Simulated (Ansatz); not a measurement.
Given:

HfSi:
```cif
data_Hf4Si4
_chemical_formula_sum 'Hf4 Si4'
_space_group_name_H-M_alt 'P 1'
_space_group_IT_number 1
_cell_length_a 6.86238
_cell_length_b 3.77470
_cell_length_c 5.22581
_cell_angle_alpha 90.000
_cell_angle_beta 90.000
_cell_angle_gamma 90.000
loop_
_space_group_symop_operation_xyz
  'x, y, z'
loop_
_atom_site_label
_atom_site_type_symbol
_atom_site_fract_x
_atom_site_fract_y
_atom_site_fract_z
_atom_site_occupancy
Hf1 Hf 0.67547 0.25000 0.37395 1
Hf2 Hf 0.32453 0.75000 0.62605 1
Hf3 Hf 0.82453 0.75000 0.87395 1
Hf4 Hf 0.17547 0.25000 0.12605 1
Si1 Si 0.54301 0.25000 0.86096 1
Si2 Si 0.45699 0.75000 0.13904 1
Si3 Si 0.95699 0.75000 0.36096 1
Si4 Si 0.04301 0.25000 0.63904 1
```

This is the r²SCAN-relaxed structure.

Problem. All from plane-wave PAW r²SCAN (Ansatz code), unless another level is named. Estimate the electronic character.

Solution. metallic (no gap).

Problem. Predict the formation energy from the elements (no fitted shifts).

Solution. -0.86 eV/atom.

Problem. Predict the density of states at the Fermi level.

Solution. 0.16 states/eV per atom (mean over ±0.08 eV).

Problem. And the gap with spin–orbit coupling?

Solution. none (metallic).

Space group Pnma. The workflow started from a Materials Project entry (that database holds measured and hypothetical structures alike); the Crystallography Open Database files this formula in space group No. 62, but the cells were not matched. Its standing as an ambient phase is unchecked. Symmetry was held in the r²SCAN relaxation; its stability against distortions is not shown here. No spin polarisation was allowed. The references are the lowest solids computed at this level, not always the standard phases. Scalar-relativistic: spin–orbit coupling is off unless named, which matters more the heavier the elements.

Potentials: the later of the program's two PAW sets.
